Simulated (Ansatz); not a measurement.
The elements of this relaxed trial crystal are hidden behind letters.

```
lattice vectors (Å)
   4.5621    0.0000    0.0000
   0.0000    4.5621    0.0000
   0.0000    0.0000   10.2782
fractional positions
X 0.5000 0.5000 0.5756
Z 0.0000 0.0000 0.3649
Z 0.5000 0.5000 0.9702
Q 0.5000 0.0000 0.7353
Q 0.0000 0.5000 0.7353
Q 0.5000 0.5000 0.3195
```

All numbers below come from DFT PBE, scalar-relativistic, plane waves, PAW (Ansatz 0.2.0). Settings of the last relaxation (6-atom cell): 420 eV, 8×8×4 k points, Gaussian smearing of 0.10 eV, no spin polarisation.

```
Space group                              : P4mm (No. 99)
Conventional cell                        : a = 4.562 Å, c = 10.278 Å
Volume per atom                          : 35.65 Å³
Density                                  : 4.83 g/cm³
Energy over the elements                 : +0.19 eV/atom
Gap on the 8×8×4 mesh of the 6-atom cell : 0 eV (a metal)
```

Energies are uncorrected and count from the elements' standard states at the same level.

Q: X is a p-block element of period 3, Z is a p-block element of period 5 and Q is a p-block element of period 5. Which elements are they?

A: X = Al, Z = In, Q = Sb, so the formula is AlIn2Sb3. Density times volume gives a mean mass of 4.83 × 35.65/1.6605 = 103.7 u per atom, and this set has 103.6 u. Al has 1 Sb at 2.63 Å and 4 Sb at 2.81 Å; In on its first site is surrounded by 4 Sb at 3.26 Å; Sb on a site of symmetry 2mm has 2 Al at 2.81 Å, 4 Sb at 3.23 Å and 2 In at 3.32 Å; 2 more sites not described. Other sets within the hints have nearly the same mass, so mass alone doesn't settle it; this one was computed.

Spin–orbit coupling, which can matter for Sb, is left out. Symmetry constrained the relaxation, so the result can be a saddle point. Another cell of AlIn2Sb3 relaxed alike, in P-6m2, lies 82 meV/atom lower, so this cell isn't the stable form at this level.
